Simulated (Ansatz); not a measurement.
BAs:
```
BAs
1.0
    5.92207     0.00000     0.00000
    0.00000     5.92207     0.00000
    0.00000     0.00000     5.92207
B As
6 6
Cartesian
  1.48052   0.00000   2.96103
  2.96103   1.48052   0.00000
  2.96103   4.44155   0.00000
  4.44155   0.00000   2.96103
  0.00000   2.96103   4.44155
  0.00000   2.96103   1.48052
  1.48052   2.96103   0.00000
  0.00000   1.48052   2.96103
  0.00000   4.44155   2.96103
  4.44155   2.96103   0.00000
  2.96103   0.00000   4.44155
  2.96103   0.00000   1.48052
```

Relaxed with PBE. Special points in fractions of this cell's reciprocal vectors: Γ (0.000, 0.000, 0.000); X (0.000, 0.500, 0.000); M (0.500, 0.500, 0.000); R (0.500, 0.500, 0.500).

**Question.** List the band energies nearest the valence-band maximum at these points for PBE with spin–orbit coupling in the plane-wave PAW code Ansatz.

**Answer.** In eV from the valence-band maximum; about four levels below and three above (degenerate sets whole), none deeper than 8.9 eV; points with the same levels are listed once.

```tsv
k	below	above
Γ	0.00 0.00 0.00 0.00	0.97 0.97 0.97 0.97
X	-0.83 -0.83 -0.83 -0.83	0.57 0.57 0.57 0.57
M	-1.21 -1.21 -0.84 -0.84	1.84 1.84 1.85 1.85
R	-2.51 -2.51 -2.51 -2.51 -2.51 -2.51 -2.51 -2.51	3.09 3.09 3.09 3.09 3.09 3.09 3.09 3.09
```

Space group Pm-3n. The start of the workflow was typed in or built on a structure type; neither database checked (COD, Materials Project) lists it. It is not the phase usual at ambient conditions (space group No. 216). Symmetry was held in the PBE relaxation; whether a distortion lowers the energy is not shown. Its formation energy is positive at this level, so the cell may be metastable or incomplete.

Potentials: the later of the program's two PAW sets.
